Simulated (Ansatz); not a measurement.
## Notes on TiOs

```
Os Ti
1.0
     3.05912    0.00000    0.00000
     0.00000    3.05912    0.00000
     0.00000    0.00000    3.05912
Os Ti
1 1
Cartesian
  0.0000 0.0000 0.0000
  1.5296 1.5296 1.5296
```

The numbers come from plane-wave PAW DFT (Ansatz): r2SCAN, no spin polarisation, 500 eV, 8×8×8 Γ-centred k points, cold occupations (width 0.0224 eV). Nothing was relaxed.

Question: Is it stable against the elements?

Answer: -0.81 eV an atom against the elements' usual phases (free molecules for gases, crystals otherwise, with no correction for O₂ or N₂), so it is bound against them; other compounds may still compete. Relaxing would lower it.

Question: Give the Bader charges.

Answer: Bader charges in e: Ti +1.52, Os -1.52. In the mean Ti gives up most and Os takes most.

Question: Are the atoms at rest?

Answer: The forces vanish by the symmetry of the sites.

Question: Metal or insulator?

Answer: It is a metal, with about 0.31 states/eV a cell as the mean within 0.25 eV of the Fermi level, mostly Ti d (52 %) and Os d (23 %).

Origin: a database entry at a rescaled volume.
